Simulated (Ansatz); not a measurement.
This cell of Au (fcc, Cu type) is off equilibrium:

```xyz
2
Lattice="0.0000 4.1573 4.1573 2.0786 2.0786 4.1573 2.0786 2.0786 0.0000" Properties=species:S:1:pos:R:3 pbc="T T T"
Au     0.0000     0.0000     0.1867
Au     2.0786     4.1573     6.0492
```

All values below come from PBE (plane waves to 420 eV, PAW, scalar-relativistic; Ansatz, a quantum-chemistry and plane-wave program). k mesh 19×19×19 (Γ-centred), Fermi-Dirac smearing 0.05 eV. Compression counts positive. With partly filled bands, energies and forces of such displacements shift with the k mesh and the smearing. Au was relaxed with its symmetry unable to fall. Spin-orbit coupling is left out, though Au is heavy. The PAW data are Ansatz's earlier set.

### Question
Predict the force on every atom, in eV/Å.

### Answer
```csv
atom,Fx,Fy,Fz
Au1,0.000,0.000,-2.771
Au2,0.000,0.000,2.771
```

### Question
Give the stress tensor in GPa and the pressure.

### Answer
```
   11.8      0.0      0.0
    0.0     11.8      0.0
    0.0      0.0     10.4
```
The pressure, a third of the trace, is 11.3 GPa.

(For displaced atoms, the force is minus the slope of the energy, and its curvature is a force constant, which sets phonon frequencies.)
